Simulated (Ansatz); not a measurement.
SiBi2O5:
```xyz
16
Lattice="7.5854 -2.7404 0.0000 7.5854 2.7404 0.0000 0.0000 0.0000 5.3273" Properties=species:S:1:pos:R:3 pbc="T T T"
Si     7.5854    -0.9802     4.2643
Si     7.5854     0.9802     1.6007
Bi     5.0767    -1.5294     1.3040
Bi    10.0941     1.5294     3.9677
Bi    10.0941    -1.5294     1.3040
Bi     5.0767     1.5294     3.9677
O      3.8000    -0.0500     0.0805
O     11.3708     0.0500     2.7442
O     11.3708    -0.0500     0.0805
O      3.8000     0.0500     2.7442
O      6.1912    -1.7874     4.3926
O      8.9796     1.7874     1.7290
O      8.9796    -1.7874     4.3926
O      6.1912     1.7874     1.7290
O      7.5854     0.1668     0.1524
O      7.5854    -0.1668     2.8161
```

Relaxed with PBEsol. Special points in fractions of this cell's reciprocal vectors: Γ (0.000, 0.000, 0.000); Y (0.500, 0.500, 0.000); F0 (0.283, 0.717, 0.000); Δ0 (-0.283, 0.283, 0.000); Z (0.000, 0.000, 0.500); B0 (-0.283, 0.283, 0.500); G0 (0.283, 0.717, 0.500); T (0.500, 0.500, 0.500); S (0.000, 0.500, 0.000); R (0.000, 0.500, 0.500).

List the band energies nearest the valence-band maximum at these points for DFT-PBEsol in the program Ansatz with PAW potentials.

In eV from the valence-band maximum; about four levels below and three above (degenerate sets whole), none deeper than 8.9 eV; points with the same levels are listed once.

| k | below | above |
|---|---|---|
| Γ | -0.72 -0.60 -0.47 0.00 | 2.73 3.75 4.00 |
| Y | -0.71 -0.59 -0.56 -0.47 | 2.70 3.76 4.10 |
| F0 | -0.66 -0.65 -0.40 -0.31 | 3.76 4.16 4.49 |
| Z | -0.81 -0.81 -0.33 -0.33 | 3.76 3.76 4.83 4.83 |
| B0 | -0.48 -0.48 -0.28 -0.28 | 4.26 4.26 4.89 4.89 |
| T | -0.71 -0.71 -0.53 -0.53 | 4.11 4.11 4.79 4.79 |
| S | -0.69 -0.64 -0.42 -0.31 | 3.74 4.19 4.77 |
| R | -0.52 -0.52 -0.27 -0.27 | 4.23 4.23 4.93 4.93 |

Space group Cmc2_1. The workflow started from a Materials Project entry (that database holds measured and hypothetical structures alike); the Crystallography Open Database copy checked does not list it. Whether it is the stable phase at ambient conditions was not checked. The cell was relaxed with PBEsol under the symmetry of its start; of distortions, only those at the zone centre were tested. Spin–orbit coupling is left out wherever it is not named.

Potentials: the later of the program's two PAW sets.
